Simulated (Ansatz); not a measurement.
## Run record: MnS

MnS is taken as a measured crystal structure (space group Fm-3m, primitive cell doubled), 4 atoms in the cell. Source: COD entry 1538620; the sample's temperature and pressure aren't taken into account, and it need not be the stable phase.

All numbers below come from Ansatz development build ahead of 0.2.0, DFT, PBE+U, PAW, plane waves, scalar-relativistic.

The input:

```yaml
crystal:
  lattice:
    - [5.209, 2.6045, 2.6045]
    - [2.6045, 5.209, 2.6045]
    - [2.6045, 2.6045, 5.209]
  atoms:
    - { symbol: S, position: [0.25, 0.25, 0.25] }
    - { symbol: S, position: [0.75, 0.75, 0.75] }
    - { symbol: Mn, position: [0.0, 0.0, 0.0], spin: 4.5 }
    - { symbol: Mn, position: [0.5, 0.5, 0.5], spin: -4.5 }
magnetization:
  spin_polarized: true
hamiltonian:
  xc: pbe
  pseudopotentials: { kind: paw }
  hubbard: { sites: [{ species: Mn, l: d, u_eff: 3.9 }] }
basis:
  ecutwfc: 420
kpoints:
  mp_grid: { grid: [6, 6, 6] }
scf:
  occupations: { method: fermi_dirac, width: 0.02 }
  lower_state_search: "off"
output:
  forces: true
  stress: true
```

Output (shortened):

```
basis.fft_grid_basis auto: the FFT boxes are laid along the combinations [[1, 0, -1], [0, 1, -1], [0, 0, 1]] of the cell's own vectors, 3.683, 3.683 and 6.380 Å long. The dense box has 25×25×45 points. Along the cell's own vectors, as sized, it would have 45×45×45, 3.24 times as many. [...]
S: projections on atomic orbitals take those of the free atom [Ne] 3s2 3p4, of charge +0.00 (hamiltonian.pseudopotentials.projection_atoms); the dataset's partial waves leave at most 1.6e-7 of an orbital's norm unspanned inside its sphere
Mn: projections on atomic orbitals take those of the free atom [Ne] 3s2 3p6 3d5 4s2, of charge +0.00 (hamiltonian.pseudopotentials.projection_atoms); the dataset's partial waves leave at most 9.0e-7 of an orbital's norm unspanned inside its sphere
Pseudopotentials: kind: paw
Pseudopotential: S, paw, valence charge 6, recommended cutoff 420 eV (normal), S.paw.azcp
Pseudopotential: Mn, paw, valence charge 15, recommended cutoff 420 eV (normal), Mn.paw.azcp
Functional definition: PBE
Crystal: 4 atoms, lattice volume = 70.670 Å³
Basis set: ecut = 420 eV, 1401 PW (Γ), FFT grids on a1−a3, a2−a3, a3, exchange–correlation on 50×50×90 points (8 copies of the dense FFT grid, shifted against one another)
Bands: 31, of which v1, the nominal top of the filled ones, is band 21 counted from 1 (20 counted from 0)
Symmetry: 12 space group operations
Space group: R-3m (ITA 166), of the structure as read, at distance tolerance 4.1e-5 Å
Magnetic group: BNS 166.102 (UNI 1332), of the structure as read, at distance tolerance 4.1e-5 Å
k-points: 32 of 216
Non-local potential: S, projectors of the file, l = 0: 2, l = 1: 2, l = 2: 2
Non-local potential: Mn, projectors of the file, l = 0: 3, l = 1: 2, l = 2: 3, l = 3: 1
Initial density: superposition of atomic densities (chi_scale 0.1, normalization cell, long waves kept (reshape's long-wave potential 0.00 eV rms))
Starting moments: Σ|m| = 9 μB on 2 of 4 sites
Starting magnetic order: antiferromagnet; a translation exchanges its spin sublattices: spin-degenerate at every k-point
Initial wavefunctions: pseudopotential atomic-orbital guess
Functional: x = pbe(κ = 0.804, μ = 0.2195149727645171), c = pbe(β = 0.06672455060314922)
the translation (0.5, 0.5, 0.5) carries every atom to within crystal.symmetry.tolerance of an atom of its element with the starting moment reversed, but both spin channels are solved: the dense FFT box has an odd point count along it
SCF iter   1: F=—  HF=-9603.115536 eV  |F-HF|=—  |Δ(HF+E_count)|=         —  Δρ=5.14e-2 (↑5.14e-2 ↓5.14e-2)  dr2=3.72e0  dr2_m=6.20e-1  M=0.000 μB ∫|m|=9.207 μB  β_m=0.30  ethr=3.10e-3  ⟨swp⟩=4.1  Hψ=7368  notcnv=0  defer=2
preconditioner: auto → Resta (q_TF=auto, 2.502 Å⁻¹)  ε∞=6.6  [insulator: Δε(μ)=1.238 eV  Ē_g=9.494 eV  σ=0.020 eV  W_gap=1.00  n_scr=22 (ndim 8)  ℏωp=22.5 eV  f_vac=0.000  D(μ)=0.00/eV (n_scr^D=0)  ε∞_Penn≈6.6]
spin=Collinear: Resta preconditioning applied to the charge; magnetization (m = ρ↑ − ρ↓) channel mixes plain (no charge-response kernel on spin).
SCF iter   2: F=—  HF=-9602.399303 eV  |F-HF|=—  |Δ(HF+E_count)|=   7.16e-1  Δρ=2.69e-2 (↑2.69e-2 ↓2.69e-2)  dr2=7.15e-1  dr2_m=2.74e-1  M=0.000 μB ∫|m|=9.351 μB  β_m=0.30  ethr=3.10e-3  ⟨swp⟩=2.6  Hψ=3646  notcnv=0  defer=236
Mixer restart at iter 2: flushing history
spin-set hold released at iteration 2 (the charge has settled, or the pull on large starting moments outlasts its swing): the magnetisation degrees of freedom join the quasi-Newton model from the next iteration; the mixer history was flushed
SCF iter   3: F=—  HF=-9602.324214 eV  |F-HF|=—  |Δ(HF+E_count)|=   7.51e-2  Δρ=1.65e-2 (↑1.65e-2 ↓1.65e-2)  dr2=2.45e-1  dr2_m=1.13e-1  M=0.000 μB ∫|m|=9.386 μB  β_m=0.52  ethr=1.70e-3  ⟨swp⟩=2.5  Hψ=2705  notcnv=0  defer=234
SCF iter   4: F=—  HF=-9602.323248 eV  |F-HF|=—  |Δ(HF+E_count)|=   9.67e-4  Δρ=4.28e-3 (↑4.28e-3 ↓4.28e-3)  dr2=2.67e-2  dr2_m=5.38e-3  M=0.000 μB ∫|m|=9.429 μB  β_m=0.60  ethr=5.84e-4  ⟨swp⟩=3.1  Hψ=3490  notcnv=0  defer=222
SCF iter   5: F=—  HF=-9602.331721 eV  |F-HF|=—  |Δ(HF+E_count)|=   8.47e-3  Δρ=1.30e-3 (↑1.30e-3 ↓1.30e-3)  dr2=3.17e-3  dr2_m=1.65e-4  M=0.000 μB ∫|m|=9.448 μB  β_m=0.80  ethr=6.36e-5  ⟨swp⟩=3.0  Hψ=3212  notcnv=0  defer=216
SCF iter   6: F=—  HF=-9602.333598 eV  |F-HF|=—  |Δ(HF+E_count)|=   1.88e-3  Δρ=1.73e-4 (↑1.72e-4 ↓1.73e-4)  dr2=5.53e-5  dr2_m=3.90e-6  M=0.000 μB ∫|m|=9.453 μB  β_m=0.90  ethr=7.56e-6  ⟨swp⟩=2.0  Hψ=3024  notcnv=0  defer=216
SCF iter   7: F=—  HF=-9602.333679 eV  |F-HF|=—  |Δ(HF+E_count)|=   8.07e-5  Δρ=5.80e-5 (↑5.80e-5 ↓5.77e-5)  dr2=7.29e-6  dr2_m=2.66e-7  M=0.000 μB ∫|m|=9.453 μB  β_m=0.95  ethr=1.32e-7  ⟨swp⟩=2.0  Hψ=2734  notcnv=0  defer=216
SCF iter   8: F=—  HF=-9602.333682 eV  |F-HF|=—  |Δ(HF+E_count)|=   3.15e-6  Δρ=1.94e-5 (↑1.94e-5 ↓1.46e-5)  dr2=2.39e-7  dr2_m=9.10e-8  M=0.000 μB ∫|m|=9.453 μB  β_m=0.98  ethr=1.74e-8  ⟨swp⟩=2.0  Hψ=2508  notcnv=0  defer=216
SCF iter   9: F=-9602.333682 eV  HF=-9602.333682 eV  |F-HF|=3.30e-8  |Δ(HF+E_count)|=   2.39e-7  Δρ=5.54e-6 (↑4.74e-6 ↓5.54e-6)  dr2=4.54e-8  dr2_m=2.33e-9  M=0.000 μB ∫|m|=9.453 μB  ethr=2.38e-10  ⟨swp⟩=4.0  Hψ=5916  notcnv=0
SCF 1 converged in 9 iterations: F = -9602.333682 eV  dr2 = 4.54e-8
  greatest PAW one-centre occupation: 1.003 electrons in one spin orbital (limit 2), on the Mn atom at site 3 (counted from 0), in its partial waves of l = 1
SCF converged after 9 iterations
Magnetization: 0.0000 μB (21.0000 up, 21.0000 down)
Absolute magnetization: 9.4552 μB (∫|ρ↑−ρ↓|, with the PAW one-centre terms)
Spin contamination: 4.9246 ħ² per cell (⟨S²⟩ above its minimum at these occupations)
Per-site moments (μB) at R_I (Å): [(3.1595e-6, 1.0743), (3.1595e-6, 1.0743), (4.4126, 1.0743), (-4.4126, 1.0743)]
Free energy (F): -9602.333682 eV
Harris-Foulkes:  -9602.333682 eV  (|F-HF|=3.30e-8)
Internal energy: -9602.333682 eV  (E = F + TS)
E sigma→0 (E₀):  -9602.333682 eV
Fermi energy:    10.635358 eV
--- Per-component energies (eV) ---
  E_band       = -617.563829
  E_kinetic    = 811.075211
  E_local      = -4906.007127  (includes V_loc(G=0)·N_el)
  E_nonlocal   = 563.543729
  E_hartree    = 2009.788001
  E_xc         = -416.370407
  E_vxc        = -458.814654  (∫ρ·V_xc dr)
  E_hubbard    = 1.241246  (on-site DFT+U / exact-exchange correction)
  E_vhub       = -18.154830  (the Hubbard potential's part of the band-sum identity)
  E_paw        = -3815.375969  (= ΣΔE_a)
  E_vpaw       = -628.787261  (= ΣTr[D̂ρ^β])
  E_aug_tail   = -0.000016  (compensation charges beyond the density's cutoff)
  E_ewald      = -3850.228351
  E_smearing   = -0.000000  (= −TS)
  E_closure    = 0.000000  (closes the sum)
  Σ components = -9602.333682   (vs F -9602.333682, Δ=0.00e0)
--- Forces (eV/Å), atoms counted from 1 ---
  atom   1  S      0.00000543     0.00000543     0.00000543
  atom   2  S     -0.00000543    -0.00000543    -0.00000543
  atom   3  Mn    -0.00000000     0.00000000    -0.00000000
  atom   4  Mn     0.00000000    -0.00000000     0.00000000
  max |Σ_I F_I| component: 1.43e-28 eV/Å
--- Stress (GPa, compression-positive) ---
        3.162327      -0.214746      -0.214746
       -0.214746       3.162327      -0.214746
       -0.214746      -0.214746       3.162327
  P = ⅓ Tr σ = 3.1623 GPa (31.623 kbar)
```

Among 14 converged runs of this cell from various starts and settings, this end is the lowest found.

The log names the space group R-3m, not the crystal's Fm-3m, as the starting moments make like atoms unequal.

A static U favours moments and orbital order; the result depends on U and need not be the measured state.

The run took 9 s on 2 threads of Arm Neoverse N1 (shared host), peak memory 0.52 GiB.
